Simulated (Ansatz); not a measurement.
## Data sheet: Ga (DFT)

Ga:
```
CELL_PARAMETERS angstrom
      2.23967    -3.79813     0.00000
      2.23967     3.79813     0.00000
      0.00000     0.00000     4.48580
ATOMIC_POSITIONS crystal
  Ga 0.65594 0.34406 0.41663
  Ga 0.34406 0.65594 0.58337
  Ga 0.84406 0.15594 0.91663
  Ga 0.15594 0.84406 0.08337
```

Space group Cmce (No. 64), α-Ga; conventional cell a = 4.479 Å, b = 7.596 Å, c = 4.486 Å, α = β = γ = 90.00°.

Method: DFT-PBEsol in the program Ansatz with PAW potentials. Structure relaxed to zero pressure with the same functional. Other levels are named where they apply.

### Cell and energy

```
Item                 Result
---------------  ----------
Volume per atom    19.08 Å³
Density          6.07 g/cm³
```

### Electronic structure

```
Quantity                                                                    Result
------------------------------------  --------------------------------------------
Electronic character                                             metallic (no gap)
Density of states at the Fermi level  0.16 states/eV per atom (mean over ±0.08 eV)
Gap with spin–orbit coupling                                       none (metallic)
```

### Mechanics

```
Property                              Result
----------------------------------  --------
Bulk modulus (Birch–Murnaghan fit)  59.8 GPa
Pressure derivative B′                   5.1
```

### Phonons

```
Quantity                                        Value
-----------------------------  ----------------------
Highest zone-centre frequency                236 cm⁻¹
Zone-centre stability          no imaginary mode at Γ
```

Symmetry was held in the PBEsol relaxation. As this level gives no gap, phonon frequencies hold no LO–TO term and depend on the k-mesh and smearing (Fermi–Dirac, 0.1 eV here). Axis ratios of metals converge slowly with the k-mesh, so a and c are less sure than the volume. Spin–orbit coupling is left out wherever it is not named.

Potentials: the earlier of the program's two PAW sets. The files were generated under PBE; for other functionals the program regenerates the frozen cores, and for LDA and PBEsol the local potential too.
